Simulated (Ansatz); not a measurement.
ZrC (rock salt)

```
CELL_PARAMETERS angstrom
      0.00000     2.35437     2.35437
      2.35437     0.00000     2.35437
      2.35437     2.35437     0.00000
ATOMIC_POSITIONS crystal
  C  0.00000 0.00000 0.00000
  Zr 0.50000 0.50000 0.50000
```

The atoms are displaced by Q × the pattern below (from a DFPT mode at Γ, largest move 1; Q in Å), at fixed cell. It is one choice among 3 degenerate patterns.

```tsv
atom	x	y	z
C1	0.000	0.000	1.000
Zr2	0.000	0.000	-0.132
```

Computed with PBE (plane waves to 420 eV, PAW, scalar-relativistic; Ansatz, an electronic-structure program). k mesh 17×17×17 (Γ-centred), Fermi-Dirac smearing 0.05 eV. Energies are smeared free energies. With partly filled bands, energies and forces of such displacements shift with the k mesh and the smearing. ZrC is run without spin polarisation. ZrC was relaxed with its symmetry unable to fall. ΔE is measured from the undisplaced structure. The last digit holds for this mesh only.

```tsv
Q (Å)	ΔE (meV/cell)
-0.1000	42.70
-0.0833	29.70
-0.0667	19.11
-0.0500	withheld
-0.0333	4.82
-0.0167	1.21
0.0000	0.00
0.0167	1.21
0.0333	4.82
0.0500	withheld
0.0667	19.11
0.0833	29.70
0.1000	42.70
```

Task: Fit an even polynomial form (powers 2, 4, 6) to the given rows and predict ΔE at Q = 0.0500.

Result: Least squares on the 11 given rows: ΔE = (4354)·Q² + (-16100)·Q⁴ + (772300)·Q⁶, in meV/cell with Q in Å; root-mean-square residual 0.007 meV/cell. At 0.0500 the fit gives 10.80 meV/cell; the calculation gives 10.80 meV/cell, the same to the digits shown. The quadratic term alone would give 10.89 meV/cell.

(A displaced cell: forces are minus the slopes of the energy, force constants its curvatures, and phonons follow from these.)
